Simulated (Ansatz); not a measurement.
In DFT-LDA in the program Ansatz with PAW potentials, O in the α-O2 structure (C2/m) relaxes to a = 5.467 Å, b = 3.207 Å, c = 3.643 Å, β = 113.0°.

It is gapped at this level: 0.74 eV (direct). The magnetic state found is ferromagnetic. The net moment is 1.00 μB per atom.

The cell was relaxed with LDA under the symmetry of its start. The final state is ferromagnetic, chosen from 5 collinear starts compared on coarse meshes (ties went to the first, and starts can fall back to one state), not a proven ground state. Textbook magnetic order: antiferromagnetic. The substance is a gas or liquid at ambient conditions; this is its low-temperature solid. The volume moved by -16 % from the start of the relaxation. No Hubbard U is applied. A crystal of weakly bound units computed without a dispersion correction: the cell and the soft elastic constants depend strongly on that.

Potentials: the later of the program's two PAW sets.
